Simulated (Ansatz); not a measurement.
SnSe₂ in space group Pnnm (No. 58; Sn on 2a, Se on 4g), DFT-PBE in the program Ansatz with PAW potentials, all energies at zero smearing, with the estimated change up to a 700 eV cutoff added, with one set of potentials and settings (totals compare only within such a set). Cell of 6 atoms (2 Sn, 4 Se): -33926.026 eV.

```
element              reference phase  E (eV/atom)
-------  ---------------------------  -----------
Sn        Fd-3m, 2 atoms in the cell   -6024.2128
Se       P3_121, 3 atoms in the cell   -5469.0798
```

Formation energy per atom, worked out: (-33926.026 − 2×(-6024.2128) − 4×(-5469.0798))/6 = -0.214 eV/atom (-21 kJ per mol of atoms), at 0 K, without zero-point energy or fitted corrections.

The cell is a constructed one: a structure type filled with these elements; neither database checked (COD, Materials Project) lists it. COD files the formula under space group No. 164, 217, so this cell is another polymorph or a model. Its standing as an ambient phase is unchecked. The PBE relaxation kept the symmetry of its start; whether a distortion lowers the energy is not shown. The references are the lowest solids computed at this level, not always the standard phases. Spin–orbit coupling is left out wherever it is not named.

Potentials: the later of the program's two PAW sets.
